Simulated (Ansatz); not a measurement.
Polymorphs of AlRu, each relaxed with DFT-PBE in the program Ansatz with PAW potentials:

A: rock salt (Fm-3m)
a = b = c = 4.9817 Å, α = β = γ = 90.00°

| atom | site | symmetry | x | y | z |
|---|---|---|---|---|---|
| Ru | 4a | m-3m | 0.0000 | 0.0000 | 0.0000 |
| Al | 4b | m-3m | 0.5000 | 0.5000 | 0.5000 |

B: Cmcm
a = 2.986 Å, b = 9.162 Å, c = 4.121 Å, α = 90.00°, β = 90.00°, γ = 90.00°

```
atom  site  symmetry       x       y       z
----  ----  --------  ------  ------  ------
Al      4c       m2m  0.0000  0.4071  0.2500
Ru      4c       m2m  0.0000  0.1362  0.2500
```

C: CsCl type (Pm-3m)
a = 3.004 Å, b = 3.004 Å, c = 3.004 Å, α = 90.00°, β = 90.00°, γ = 90.00°

```json
[
 {"atom": "Ru", "site": "1a", "symmetry": "m-3m", "x": "0.0000", "y": "0.0000", "z": "0.0000"},
 {"atom": "Al", "site": "1b", "symmetry": "m-3m", "x": "0.5000", "y": "0.5000", "z": "0.5000"}
]
```

Question: Order them by energy per atom at 0 K (lowest first) at the level PBE.

Answer: C (+0 meV/atom), B (+202 meV/atom), A (+788 meV/atom)

Typed or built starts, not in the databases checked: A; B. All cells were relaxed under the symmetry of their starts (and spin orders); stability against distortions was not tested throughout. Rows with no word on spin ran without spin polarisation. Scalar-relativistic: spin–orbit coupling is off unless named, which matters more the heavier the elements.

Energies hold the estimated change up to a 700 eV cutoff; steps of a few meV lie near the error of the meshes.

Potentials: the earlier of the program's two PAW sets.
